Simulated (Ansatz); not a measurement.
BiAu₂ (Fd-3m): electronic heat capacity and spin susceptibility from the density of states

Theory: DFT PBEsol, scalar-relativistic, plane waves, PAW (Ansatz).

Cutoff 420 eV; k points 8×8×8 on the computed 6-atom cell (Γ-centred); Gaussian smearing, width 0.10 eV; no spin polarisation.

Relaxed cell: Fd-3m, a = 7.944 Å, b = 7.944 Å, c = 7.944 Å, α = 90.00°, β = 90.00°, γ = 90.00°, 6 atoms in the primitive cell. Whether it is the stable form of this composition wasn't checked.

The density of states at the Fermi level is 1.137 states/eV in the cell of 6 atoms (2 formula units; both spins, tetrahedra on a 12×12×12 mesh). Averaged over bins of 0.1 eV the density runs from 1.1 to 1.6 states/eV within 0.2 eV of the Fermi level, so the figure hangs on the exact place of that level.

What Sommerfeld coefficient and Pauli susceptibility does this give?

Per formula unit N(E_F) = 0.568 states/eV. γ = (π²/3) k_B² N(E_F) N_A = 2.357 mJ/(mol K²) per state/eV, so γ = 1.3 mJ/(mol K²), a mole of formula units. χ_P = μ_B² N(E_F) N_A = 3.23×10⁻⁵ emu/mol per state/eV gives 1.8×10⁻⁵ emu/mol. This is the bare band result: a measured γ of the same phase is as a rule larger by a factor 1 + λ from phonons and spin fluctuations, the spin part of χ is larger by the Stoner factor, and a measured χ also holds orbital and core terms. N(E_F) at one energy is sensitive to the mesh where the density of states has sharp peaks.

Spin-orbit coupling is left out, which matters for the bands of heavy elements.

Cost: 1 run of about 1.5 core-minutes, on Arm Neoverse V2 (shared hosts).